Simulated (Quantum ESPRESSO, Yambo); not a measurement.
For LiHS (space group Pmc2_1, No. 26), Yambo gives the independent-particle static dielectric constant along x as 3.51 on PBEsol bands and 2.91 after a scissor of 2.44 eV widens every gap (4×4×2 mesh, 130 bands, 3 Ry local-field block, 0.2 eV broadening). Axes are Cartesian, with cell vectors (Å) (6.10, 0.00, 0.00), (0.00, 3.92, 0.00), (0.00, 0.00, 7.83).

Problem. A scissor keeps the position matrix elements. In a one-oscillator model, how does ε − 1 scale, and what mean transition energy do the two values imply?

Solution. Each transition adds |r|²/E to ε − 1, so ε − 1 ∝ 1/(E0 + Δ). Then (2.91 − 1)/(3.51 − 1) = E0/(E0 + Δ) = 0.761, and E0 = Δ(ε' − 1)/(ε − ε') = 7.8 eV. The computed Im ε, weighted by 1/E up to 20 eV, has its mean at 8.1 eV; the smallest direct PBEsol gap is 3.37 eV. The scissor comes from a G0W0 run whose convergence isn't established. Convergence of the RPA response with its 4×4×2 mesh was not tested.

Bands from Quantum ESPRESSO.

Geometry of the Materials Project entry, not relaxed at this level; primitive cell a = 6.1011 Å, b = 3.9234 Å, c = 7.8328 Å, α = β = γ = 90.00°.
